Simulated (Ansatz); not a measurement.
VW:
Space group Cmmm (No. 65); a = 3.0791 Å, b = 4.4454 Å, c = 4.2634 Å, α = β = γ = 90.00°

| atom | site | symmetry | x | y | z |
|---|---|---|---|---|---|
| V | 2a | mmm | 0.0000 | 0.0000 | 0.0000 |
| W | 2c | mmm | 0.0000 | 0.5000 | 0.5000 |
(The calculation used a cell of 2 atoms; values per cell refer to that cell.)

Relaxed with r²SCAN.

**Question.** Which orbitals make up the states near the Fermi level in r²SCAN in the plane-wave PAW code Ansatz?

**Answer.** Within 0.5 eV of the Fermi level: V 3d 62 %, W 5d 22 %, outside the projected shells 8 %. Projections are on Löwdin-orthogonalised atomic valence shells; empty p or d shells of many metals are not among them.

**Question.** Tabulate the density of states.

**Answer.** States/eV per cell of 2 atoms, in 0.25 eV bins, energy from the Fermi level.

```tsv
E (eV)	total	V 3d	W 5d	W 6s
-7.85	0.10	0.00	0.00	0.05
-7.60	0.12	0.00	0.00	0.07
-7.35	0.14	0.00	0.00	0.08
-7.10	0.18	0.00	0.01	0.10
-6.85	0.21	0.00	0.01	0.12
-6.60	0.22	0.00	0.02	0.13
-6.35	0.24	0.01	0.02	0.14
-6.10	0.26	0.01	0.02	0.14
-5.85	0.28	0.01	0.03	0.15
-5.60	0.32	0.02	0.04	0.16
-5.35	0.40	0.03	0.09	0.18
-5.10	0.69	0.08	0.26	0.22
-4.85	0.93	0.13	0.44	0.24
-4.60	1.12	0.16	0.59	0.20
-4.35	1.32	0.20	0.70	0.16
-4.10	1.57	0.26	0.87	0.13
-3.85	1.69	0.31	1.00	0.10
-3.60	2.12	0.48	1.29	0.10
-3.35	2.22	0.56	1.35	0.11
-3.10	1.52	0.44	0.90	0.07
-2.85	1.21	0.38	0.71	0.05
-2.60	0.88	0.29	0.51	0.03
-2.35	2.39	0.76	1.48	0.06
-2.10	3.12	1.00	1.95	0.07
-1.85	2.20	0.75	1.32	0.04
-1.60	2.58	1.05	1.31	0.06
-1.35	3.21	1.49	1.43	0.08
-1.10	2.50	1.14	1.09	0.08
-0.85	2.78	1.37	1.05	0.11
-0.60	2.50	1.50	0.67	0.07
-0.35	2.96	1.94	0.62	0.06
-0.10	2.22	1.43	0.48	0.05
0.15	1.22	0.70	0.29	0.04
0.40	0.81	0.43	0.21	0.02
0.65	0.80	0.44	0.22	0.02
0.90	0.87	0.52	0.25	0.01
1.15	1.03	0.66	0.30	0.01
1.40	1.67	1.11	0.49	0.01
1.65	2.01	1.38	0.57	0.01
1.90	2.46	1.76	0.63	0.02
2.15	2.86	2.10	0.70	0.02
2.40	2.96	2.18	0.72	0.01
2.65	2.69	1.90	0.72	0.01
2.90	2.74	1.75	0.90	0.03
3.15	3.07	1.74	1.24	0.04
3.40	4.30	2.17	2.00	0.06
3.65	2.43	0.99	1.30	0.06
3.90	2.23	0.67	1.41	0.07
4.15	2.16	0.67	1.30	0.07
4.40	2.04	0.66	1.15	0.07
4.65	1.55	0.43	0.88	0.06
```

The workflow started from a Materials Project entry (that database holds measured and hypothetical structures alike); the Crystallography Open Database copy checked does not list it. With V and W taken as one species the cell has the higher symmetry Im-3m, so it may be an ordered model of a mixed-site phase. Whether it is the stable phase at ambient conditions was not checked. Symmetry was held in the r²SCAN relaxation; whether a distortion lowers the energy is not shown. The run is not spin-polarised. Axis ratios of metals converge slowly with the k-mesh, so a and c are less sure than the volume. Spin–orbit coupling is left out wherever it is not named.

Potentials: the later of the program's two PAW sets.
